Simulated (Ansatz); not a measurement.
Here is an unrelaxed guess for Tm₃BF.

Space group Pm-3m (No. 221). a = 4.460 Å, b = 4.460 Å, c = 4.460 Å, α = 90.00°, β = 90.00°, γ = 90.00°
```
atom  site  symmetry       x       y       z
  Tm    3d    4/mm.m  0.5000  0.0000  0.0000
   B    1b      m-3m  0.5000  0.5000  0.5000
   F    1a      m-3m  0.0000  0.0000  0.0000
```

These are results of DFT PBE, scalar-relativistic, plane waves, PAW, and for the lanthanide a 4f-in-core norm-conserving potential, in Ansatz, not measurements. Settings: cutoff 690 eV, Γ-centred mesh 4×4×4 on the computed 5-atom cell, Gaussian smearing of 0.10 eV; no spin polarisation.

Formation energies are uncorrected and refer to the elements' standard structures at the same level (F₂ as a molecule).

**Question.** Estimate its pressure, forces and energy as it stands.

**Answer.** The pressure is 3.6 GPa (it wants to expand), the largest force is 0.00 eV/Å (symmetry fixes the atoms), and the energy is −0.26 eV/atom against the elements. The shortest distance is 2.23 Å.

**Question.** How much does it gain on relaxing, and where does it end?

**Answer.** Relaxing gains under 0.1 eV/atom (the start's value is from the coarse mesh, so the gain is rough) in 7 ionic steps and ends at −0.27 eV/atom on the finer mesh. The symmetry stays Pm-3m (No. 221). The end has the antiperovskite type. The volume per atom grows by 5.9 %, from 17.7 to 18.8 Å³. The shortest distance goes from 2.23 Å (Tm–F) to 2.27 Å (Tm–F). Conventional cell: a = 4.547 Å. Tm is surrounded by 2 F at 2.27 Å, 4 B at 3.21 Å and 8 Tm at 3.21 Å; around B lie 12 Tm at 3.21 Å; around F lie 6 Tm at 2.27 Å.

The last run used an 8×8×8 mesh for its 5-atom cell and Gaussian smearing of 0.10 eV. The cell is a metal run without spin; a magnetic state may lie lower. The relaxation can't lower the symmetry of the start. Symmetry constrained the relaxation, so the result can be a saddle point. Another cell of Tm3BF relaxed alike, in P4/mmm, lies 0.57 eV/atom lower, so this cell isn't the stable form at this level.

The lanthanide is trivalent by construction, without f bands, f moments or other valences. The reference runs of the other elements, and any phases without the lanthanide, used 420 eV, which shifts energies against them by under 10 meV/atom. The lanthanide's reference is the lowest of its hcp, dhcp and fcc cells.
